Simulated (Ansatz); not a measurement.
The start is a generated cell, CoSi placed in the WC structure type. The cell and all atomic positions are relaxed at zero pressure with r2SCAN (plane waves to 500 eV, PAW, scalar-relativistic; Ansatz, a quantum-chemistry and plane-wave program). The first steps use a coarse 9×9×8 k-mesh.

Starting cell:
```
CELL_PARAMETERS angstrom
      3.10792     0.00000     0.00000
     -1.55396     2.69154     0.00000
      0.00000     0.00000     3.03318
ATOMIC_POSITIONS crystal
  Co 0.00000 0.00000 0.00000
  Si 0.66667 0.33333 0.50000
```
Spin-polarised start, with parallel moments on Co.

```yaml
initial_pressure: "-10 GPa (negative: the cell is under tension)"
outcome: The space group stays P-6m2 (No. 187) (the run could not lower it), with 2 atoms in the primitive cell
energy_released: 0.17 eV/atom
volume_change: -3.8 %, from 12.69 to 12.20 Å³/atom
Shortest distances (start → end): "The closest pairs of elements (up to four, under 3.6 Å), start → end: Co–Si 2.35 → 2.31 Å; Si–Si 3.03 → 2.51 Å; Co–Co 3.03 → 2.51 Å"
band_gap_at_the_end: no gap (metallic)
moments_at_the_end: zero (the starting moments vanished)
optimiser_moves: 13
```

It ends as:

```cif
data_CoSi
_chemical_formula_sum 'Co1 Si1'
_space_group_name_H-M_alt 'P-6m2'
_space_group_IT_number 187
_space_group_name_Hall 'P -6 2'
_cell_length_a 3.34789
_cell_length_b 3.34789
_cell_length_c 2.51348
_cell_angle_alpha 90.000
_cell_angle_beta 90.000
_cell_angle_gamma 120.000
loop_
_atom_site_label
_atom_site_type_symbol
_atom_site_symmetry_multiplicity
_atom_site_Wyckoff_symbol
_atom_site_fract_x
_atom_site_fract_y
_atom_site_fract_z
_atom_site_occupancy
Co1 Co 1 a 0.00000 0.00000 0.00000 1
Si1 Si 1 d 0.33333 0.66667 0.50000 1
```

Final values are on a 16×16×18 k-mesh of the relaxed cell. No spin polarisation in the result: the starting moments vanished. The relaxed primitive cell holds an odd number of electrons. A magnetic state may lie lower.

The run could not lose the symmetry of its start; a randomly shaken copy of 4 atoms returns to this structure.

All atoms sit on sites fixed by symmetry, so only the cell could relax.

The relaxed structure here is a generated cell of CoSi: the first start was made by placing the elements on the sites of a structure type, and the end was not matched to a known phase here, so it may be hypothetical.
